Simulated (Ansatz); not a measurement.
Given:

TlBr:
```cif
data_BrTl
_chemical_formula_sum 'Tl1 Br1'
_space_group_name_H-M_alt 'P 1'
_space_group_IT_number 1
_cell_length_a 4.53847
_cell_length_b 4.53847
_cell_length_c 4.53847
_cell_angle_alpha 60.050
_cell_angle_beta 60.050
_cell_angle_gamma 60.050
loop_
_space_group_symop_operation_xyz
  'x, y, z'
loop_
_atom_site_label
_atom_site_type_symbol
_atom_site_fract_x
_atom_site_fract_y
_atom_site_fract_z
_atom_site_occupancy
Tl1 Tl 0.50000 0.50000 0.50000 1
Br1 Br 0.00000 0.00000 0.00000 1
```

This is the LDA-relaxed structure.

Q: All from DFT-LDA in the program Ansatz with PAW potentials, unless another level is named. Predict the weight of the conduction-edge state by species (Voronoi cells).

A: Tl 63 %, Br 37 %.

Q: What about the conduction-band minimum?

A: at T.

Q: What about the valence-band maximum?

A: at L.

Space group Fm-3m (rock salt). The cell is a constructed one: a structure type filled with these elements; the Crystallography Open Database copy checked does not list it. COD files the formula under space group No. 221, so this cell is another polymorph or a model. Its standing as an ambient phase is unchecked. Symmetry was held in the LDA relaxation; phonons on a q-mesh show no instability. The volume moved by -15 % from the start of the relaxation. Spin–orbit coupling is left out wherever it is not named.

Potentials: the later of the program's two PAW sets.
